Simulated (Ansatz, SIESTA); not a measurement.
Given: the input of a run of Ansatz 0.2.0 on MoN2. Measurements of this composition are mostly on another form, of space group No. 160.

The input input.yaml:

```yaml
crystal:
  lattice:
    - [4.348053, 0.0, 0.0]
    - [0.0, 4.348053, 0.0]
    - [0.0, 0.0, 2.76746]
  atoms:
    - { symbol: Mo, position: [0.0, 0.0, 0.0] }
    - { symbol: Mo, position: [0.5, 0.5, 0.0] }
    - { symbol: "N", position: [0.611647, 0.888353, 0.5] }
    - { symbol: "N", position: [0.388353, 0.111647, 0.5] }
    - { symbol: "N", position: [0.111647, 0.611647, 0.5] }
    - { symbol: "N", position: [0.888353, 0.388353, 0.5] }
hamiltonian:
  xc: pbe
  pseudopotentials: { kind: paw }
kpoints:
  mp_grid: { grid: [6, 6, 10] }
scf:
  occupations: { method: fermi_dirac, width: 0.05 }
output:
  forces: true
  stress: true
  eigenvalues: true
```

Potentials or basis: Ansatz PAW.

The run is started by

```bash
$ ansatz run input.yaml --threads 2 --pin off --max-ram 5120MiB --backend cpu --events-out ev --progress --plain --runs-dir out
```

Task: What does the same run look like in SIESTA 5.4.2? Potentials or basis there: files PseudoDojo sr-pbe-0.4.1-standard, DZP (energy shift 0.003 Ry; two zetas on semicore shells).

Result: As run (cutoffs and basis follow the program's own potentials, and thresholds, step limits or extra output files can differ):

File MoN2.fdf:

```
SystemName                      MoN2
SystemLabel                     MoN2
NumberOfSpecies                 2
NumberOfAtoms                   6
%block ChemicalSpeciesLabel
  1  42 Mo
  2   7 N
%endblock ChemicalSpeciesLabel

LatticeConstant                 1.0 Ang
%block LatticeVectors
     4.3480530000     0.0000000000     0.0000000000
     0.0000000000     4.3480530000     0.0000000000
     0.0000000000     0.0000000000     2.7674600000
%endblock LatticeVectors
AtomicCoordinatesFormat         Fractional
%block AtomicCoordinatesAndAtomicSpecies
     0.0000000000     0.0000000000     0.0000000000  1  Mo
     0.5000000000     0.5000000000     0.0000000000  1  Mo
     0.6116470000     0.8883530000     0.5000000000  2  N
     0.3883530000     0.1116470000     0.5000000000  2  N
     0.1116470000     0.6116470000     0.5000000000  2  N
     0.8883530000     0.3883530000     0.5000000000  2  N
%endblock AtomicCoordinatesAndAtomicSpecies

%block kgrid.MonkhorstPack
    6   0   0  0.0
    0   6   0  0.0
    0   0  10  0.0
%endblock kgrid.MonkhorstPack
XC.Functional                   GGA
XC.Authors                      PBE
PAO.BasisSize                   DZP
PAO.EnergyShift                 0.003 Ry
Mesh.Cutoff                     800 Ry
OccupationFunction              FD
ElectronicTemperature           0.05 eV
MaxSCFIterations                120
SCF.MustConverge                false
SCF.Mixer.Method                Pulay
SCF.Mixer.Weight                0.25
SCF.Mixer.History               8
SCF.DM.Tolerance                5.0e-05
SCF.H.Tolerance                 1.0e-03 eV
WriteForces                     true
Charge.Mulliken                 end
%block PAO.Basis
  Mo 5
  n=4 0 2
    3.234 0.000
  n=5 0 2
    8.986 0.000
  n=4 1 2
    3.729 0.000
  n=5 1 1
    8.986
  n=4 2 2
    6.762 0.000
%endblock PAO.Basis
```

Potentials or basis: PseudoDojo 0.4 standard (PBE files), converted to PSML, two zetas on semicore shells, DZP (energy shift 0.003 Ry; two zetas on semicore shells).

Run with:

```console
$ siesta MoN2.fdf > MoN2.out 2>&1
```

Both were run:

|  | Ansatz | SIESTA |
| --- | --- | --- |
| Pressure | -3.8 GPa | 5.8 GPa |

Ansatz's pressure holds a Pulay term of +0.67 GPa for its cutoff of 420 eV, which the other run lacks.

Where Ansatz's input types no cutoff or centring, it takes its own default and a Γ-centred mesh.

The two runs disagree by more than potentials and bases usually give (in gap, levels, pressure or energy); the cause wasn't traced.

Pressure is positive in compression.
